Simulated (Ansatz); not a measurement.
ZnO (wurtzite)

```
ZnO
1.0
    3.27946     0.00000     0.00000
   -1.63973     2.84010     0.00000
    0.00000     0.00000     5.29382
Zn O
2 2
Direct
  0.33333   0.66667   0.99787
  0.66667   0.33333   0.49787
  0.33333   0.66667   0.37693
  0.66667   0.33333   0.87693
```

The slice is a (1 -1 0 0) plane (indices of the conventional cell) through the point (0.333, 0.667, 0.377) (fractional), spanned by u = [110] and v = [001] in vectors of this cell: u (3.28 Å) and v (5.29 Å, at 90° to u). It covers one period; positions are fractions (u, v).

Calculation: PBE (plane waves to 420 eV, PAW, scalar-relativistic; Ansatz, a program for electronic structure). k mesh 12×12×6. Near the nuclei the fields are pseudised (PAW); where an atom keeps semicore shells as valence, they peak there. ZnO was relaxed with its symmetry unable to fall.

Around which element is the density of the highest valence band (whole band, smooth part) largest on this plane?

O. Mean over a disc round each atom, of radius 0.45 times the shortest bond: O 0.147, Zn 0.011 e/Å³.

Around which element is the density of the lowest conduction band (whole band as if filled, smooth part) largest on this plane?

O. Mean over a disc round each atom, of radius 0.45 times the shortest bond: O 0.105, Zn 0.033 e/Å³.

What is the ELF at the density minimum of the shortest Zn–O line in this plane (2.01 Å)?

0.2.

Sketch the density of the lowest conduction band (whole band as if filled, smooth part) on this plane as a map.


```
|@@#=.           .=#@|
|**=:.           .:=*|
|--:.             .:-|
|.                   |
|                    |
|       .......      |
|  ................. |
|....................|
|  ................. |
|   ......   ......  |
|   .....     .....  |
|    ...       ...   |
|    ..         ..   |
|    .           .   |
|   .             .  |
|....             ...|
|....             ...|
|....             ...|
|....             ...|
|....             ...|
|.....           ....|
|........     .......|
|   ...............  |
|    .............   |
|     ...........    |
|      .........     |
|      .........     |
|.      .......      |
|-::.    .....    .::|
|*+=:     ...     :=+|
|%%#=.    ...    .=#%|
|@@%+:           :+%@|
```
Scale: ten equal steps from 0.000 (start of ' ') to 0.350 (end of '@'), in the order ' .:-=+*#%@'. Values: density of the lowest conduction band (whole band as if filled, smooth part) in e/Å³. The map has 20 points along u (one character each, u = 0 at the left) and 32 along v (v = 0 in the bottom row).
